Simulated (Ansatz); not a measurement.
# Si3N4: field gradients at two levels of theory

Cell: a structure deposited in the COD, its atoms then relaxed with PBE in this cell.

```cif
data_Si3N4
_symmetry_space_group_name_H-M 'P6_3/m'
_symmetry_Int_Tables_number 176
_cell_length_a 7.6170
_cell_length_b 7.6170
_cell_length_c 2.9134
_cell_angle_alpha 90.000
_cell_angle_beta 90.000
_cell_angle_gamma 120.000
loop_
_atom_site_label
_atom_site_type_symbol
_atom_site_symmetry_multiplicity
_atom_site_Wyckoff_symbol
_atom_site_fract_x
_atom_site_fract_y
_atom_site_fract_z
Si Si 6 h 0.1740 0.7679 0.2500
N7 N 2 c 0.3333 0.6667 0.2500
N9 N 6 h 0.3298 0.0300 0.2500
```

One atom of each set is listed.

First run. Computed with Ansatz: DFT, PBE, plane waves and PAW, scalar-relativistic, 420 eV cutoff, Γ-centred 4×4×9 k-points, Fermi–Dirac smearing 0.02 eV.

```json
{"site": "Si", "V_zz (10²¹ V/m²)": "0.98", "η": "0.42"}
{"site": "N7", "V_zz (10²¹ V/m²)": "-4.94", "η": "0.00"}
{"site": "N9", "V_zz (10²¹ V/m²)": "-5.00", "η": "0.08"}
```

Second run. The same atoms and settings, except that the functional is r2SCAN and the cutoff is 500 eV.

(1) Given the first result, estimate the second.

Results:

(1) 

```tsv
site	V_zz	η	change of V_zz
Si	0.98	0.40	0.00
N7	-5.01	0.00	-0.07
N9	-4.98	0.08	+0.02
```

The largest change of V_zz is on N7, from -4.94 to -5.01. In per cent, |V_zz| changes by 0 on Si, 0 to +1 on N (all sites that start above 0.5).
